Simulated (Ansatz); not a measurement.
SnC:
```
SnC
1.0
    0.00000     2.37110     2.37110
    2.37110     0.00000     2.37110
    2.37110     2.37110     0.00000
C Sn
1 1
Direct
  0.00000   0.00000   0.00000
  0.50000   0.50000   0.50000
```

Relaxed with PBEsol. Special points in fractions of this cell's reciprocal vectors: Γ (0.000, 0.000, 0.000); X (0.500, 0.000, 0.500); U (0.625, 0.250, 0.625); K (0.375, 0.375, 0.750); L (0.500, 0.500, 0.500); W (0.500, 0.250, 0.750).

List the band energies nearest the Fermi level at these points for DFT-PBEsol in the program Ansatz with PAW potentials.

In eV from the Fermi level; about four levels below and three above (degenerate sets whole), none deeper than 8.9 eV; … stands for higher levels left out; points with the same levels are listed once.

```csv
k,below,above
Γ,-0.44 -0.44 -0.44,1.53 10.36 …
X,-6.96 -3.15 -3.15 -2.51,4.90 …
U,-6.78 -6.13 -2.24,0.52 6.50 …
L,–,0.14 0.14 2.77
W,-6.18 -5.40 -5.40,3.17 6.27 …
```

Space group Fm-3m (rock salt). A made-up cell: these elements were put on the sites of a structure type; neither database checked (COD, Materials Project) lists it. Its standing as an ambient phase is unchecked. The PBEsol relaxation kept the symmetry of its start; whether a distortion lowers the energy is not shown. Spin–orbit coupling is left out wherever it is not named.

Potentials: the later of the program's two PAW sets.
